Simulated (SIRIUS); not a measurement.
A self-consistent single point of CsGeI3 (Cm, 5 atoms in the cell; from Materials Project mp-28377, changed as shown) with SIRIUS.

Computed with LDA (PW92), GBRV LDA ultrasoft pseudopotentials (plane waves; SIRIUS).

The change in words: lattice scaled by 0.98. Reference geometry (Cm):
```xyz
5
Lattice="4.3534 -4.2242 0.0000 4.3534 4.2242 0.0000 -0.3243 0.0000 6.1195" Properties=species:S:1:pos:R:3 pbc="T T T"
Cs     7.7415     0.0000     3.5898
Ge     3.2011     0.0000     0.8209
I      3.3955     0.0000     3.5540
I      5.7543    -2.1591     0.5706
I      5.7543     2.1591     0.5706
```

Reference input (self-consistent single point, DFT, LDA (PW92), plane waves, GBRV LDA ultrasoft pseudopotentials): parameters.ngridk = 4 4 4; parameters.xc_functionals = [XC_LDA_X, XC_LDA_C_PW]; parameters.gk_cutoff = 6.325 1/bohr; parameters.pw_cutoff = 14.143 1/bohr; parameters.smearing = fermi_dirac; parameters.smearing_width = 0.000367493 Ha; potentials = GBRV LDA ultrasoft pseudopotentials; parameters.electronic_structure_method = pseudopotential; parameters.num_bands = 26; parameters.num_mag_dims = 0; parameters.num_dft_iter = 100; parameters.energy_tol = 1e-07 Ha. This run's input differs from it in these lines:

```diff
@@ -32,5 +32,5 @@
     "lattice_vectors": [
-      [8.2266675705, -7.9825527498, 0.0],
-      [8.2266675705, 7.9825527498, 0.0],
-      [-0.6127720418, 0.0, 11.564169571]
+      [8.062134786, -7.8229011278, 0.0],
+      [8.062134786, 7.8229011278, 0.0],
+      [-0.6005171679, 0.0, 11.3328859906]
     ],
@@ -45,11 +45,11 @@
       "Cs": [
-        [14.6293655727, -0.0, 6.7836575121]
+        [14.3367789616, 0.0, 6.647984251]
       ],
       "Ge": [
-        [6.0491380986, -0.0, 1.5512177063]
+        [5.9281556831, -0.0, 1.5201933268]
       ],
       "I": [
-        [6.416642192, -0.0, 6.7161227618],
-        [10.8739674025, -4.0800423615, 1.0782431708],
-        [10.8739674025, 4.0800423615, 1.0782431708]
+        [6.2883094857, -0.0, 6.5818001968],
+        [10.6564887549, -3.9984412245, 1.0566782898],
+        [10.6564887549, 3.9984412245, 1.0566782898]
       ]
```

Output (repeated stretches shortened):

```
[find] density tolerance         : 1e-06
[find] total energy tolerance    : 1e-07
[find] iter_solver_tol (initial) : 0.01
[find] iter_solver_tol (target)  : 1e-13
[find] num_dft_iter              : 100
Charges and magnetic moments
--------------------------------------------------------------------------------
total charge          : 44.000000
[find] | SCF iteration   0 out of 100|
[diagonalize] iterative solver tolerance (occupied, empty): 0.01 0.01
[diagonalize] average number of iterations: 2
[find] Charges and magnetic moments
[find] total charge          : 44.000000
[find] Energy
[find] smearing (-TS)                 :      -0.00000000
   [... lines left out ...]

[find] Charges and magnetic moments
[find] total charge          : 44.000000
[find] Energy
[find] smearing (-TS)                 :      -0.00000000
[find] Total energy                   :    -235.28109782 (Ha),    -470.56219565 (Ry)
[find] Free energy (E-TS)             :    -235.28109782 (Ha),    -470.56219565 (Ry)
[find] band gap (eV)                  :       0.80162422
[find] Efermi                         :       0.16351163
[find] iteration : 11, RMS (target) : 2.7607e-07 (1.0000e-06) , energy difference (target) : -6.7359e-12 (1.0000e-07)
[find] bands are converged : false
[find] iterative solver converged : true
[find] converged after 12 SCF iterations!
[find] Charges and magnetic moments
[find] total charge          : 44.000000
[find] Energy
[find] smearing (-TS)                 :      -0.00000000
[find] Total energy                   :    -235.28109782 (Ha),    -470.56219565 (Ry)
[find] Free energy (E-TS)             :    -235.28109782 (Ha),    -470.56219565 (Ry)
[find] band gap (eV)                  :       0.80162422
[find] Efermi                         :       0.16351163
[ground_state] === stress tensor components [kbar] ===
[ground_state] === stress_total ===
[ground_state]     6.573774    0.000000   -1.181765
[ground_state]     0.000000    5.210554    0.000000
[ground_state]    -1.181765    0.000000    7.140254
[ground_state] ==== total Forces in Ha/bohr =====
[ground_state] atom:    0, force:      -0.0000427      0.0000000      0.0001192
[ground_state] atom:    1, force:       0.0054823      0.0000000     -0.0044945
[ground_state] atom:    2, force:       0.0006365      0.0000000      0.0060817
[ground_state] atom:    3, force:      -0.0030382      0.0040853     -0.0008533
[ground_state] atom:    4, force:      -0.0030382     -0.0040853     -0.0008533
```

The run converged in 12 iterations. SIRIUS prints the stress tensor with tension positive. Against the reference run the free energy goes down by 19.0 meV/atom, the pressure goes from -1.62 to -0.63 GPa, the largest force goes from 0.035 to 0.365 eV/Å and the gap on the mesh goes from 1.009 to 0.802 eV.

Spin-orbit coupling is left out, which matters for bands and gaps with elements this heavy. The structure comes from a collection of computed structures, made at another level of theory; the collection holds predicted forms beside known ones.

Cost on one core: roughly 2.3 core-minutes.

The gap that the log prints is read on the run's mesh, which can miss the band edges or a crossing.
